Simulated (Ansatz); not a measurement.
Si:
```cif
data_Si12
_chemical_formula_sum 'Si12'
_space_group_name_H-M_alt 'P 1'
_space_group_IT_number 1
_cell_length_a 5.69095
_cell_length_b 5.69095
_cell_length_c 12.68364
_cell_angle_alpha 90.000
_cell_angle_beta 90.000
_cell_angle_gamma 140.663
loop_
_space_group_symop_operation_xyz
  'x, y, z'
loop_
_atom_site_label
_atom_site_type_symbol
_atom_site_fract_x
_atom_site_fract_y
_atom_site_fract_z
_atom_site_occupancy
Si1 Si 0.75732 0.24268 0.44507 1
Si2 Si 0.24268 0.75732 0.55493 1
Si3 Si 0.24268 0.75732 0.94507 1
Si4 Si 0.75732 0.24268 0.05493 1
Si5 Si 0.42868 0.57132 0.65727 1
Si6 Si 0.57132 0.42868 0.34273 1
Si7 Si 0.57132 0.42868 0.15727 1
Si8 Si 0.42868 0.57132 0.84273 1
Si9 Si 0.97131 0.02869 0.40940 1
Si10 Si 0.02869 0.97131 0.59060 1
Si11 Si 0.02869 0.97131 0.90940 1
Si12 Si 0.97131 0.02869 0.09060 1
```

Relaxed with r²SCAN.

Q: Give the optical modes at the zone centre with their infrared and Raman activity from DFPT, r²SCAN in the plane-wave PAW code Ansatz.

A: Transverse frequencies, without the LO–TO term; a row sums one degenerate level.

```csv
ω (cm⁻¹),degeneracy,IR ((D/Å)²/amu),Raman (Å⁴/amu),activity,symmetry
59,1,0.01,0,silent,B1u
70,1,0.00,0,silent,Au
112,1,0.03,0,IR,B3u
113,1,0.00,0,silent,Au
130,1,0.00,8.8,Raman,B2g
131,1,0.00,8.1,Raman,B1g
166,1,0.00,56,Raman,Ag
169,1,0.01,0,silent,B2u
176,1,0.00,120,Raman,B3g
178,1,0.02,0,IR,B2u
202,1,0.12,0,IR,B1u
255,1,0.00,0,silent,B3g
304,1,3.43,0,IR,B1u
376,1,0.00,530,Raman,Ag
399,1,0.00,40,Raman,B3g
405,1,0.00,510,Raman,Ag
414,1,0.68,0,IR,B2u
423,1,0.01,0,silent,B1u
431,1,0.00,3.1,Raman,B3g
436,1,0.06,0,IR,B2u
448,1,0.00,220,Raman,B2g
449,1,0.00,2.9,Raman,B1g
449,1,0.00,990,Raman,Ag
461,1,0.00,450,Raman,B3g
475,1,0.07,0,IR,B3u
481,1,0.00,1900,Raman,Ag
482,1,0.00,0,silent,Au
487,1,0.00,370,Raman,B1g
500,1,0.00,470,Raman,B2g
504,1,0.10,0,IR,B1u
514,1,0.00,2.7,Raman,B3g
532,1,0.00,1500,Raman,Ag
536,1,0.05,0,IR,B2u
```

Q: How high does the top mode go among those that the LO–TO term moves?

A: 309 cm⁻¹ for q along z.

Space group Cmcm. The first step of the workflow began from a Materials Project structure, measured or hypothetical; the Crystallography Open Database copy checked does not list it. It is not the phase usual at ambient conditions (space group No. 227). Symmetry was held in the r²SCAN relaxation; phonons on a q-mesh show no instability.

Potentials: the earlier of the program's two PAW sets.
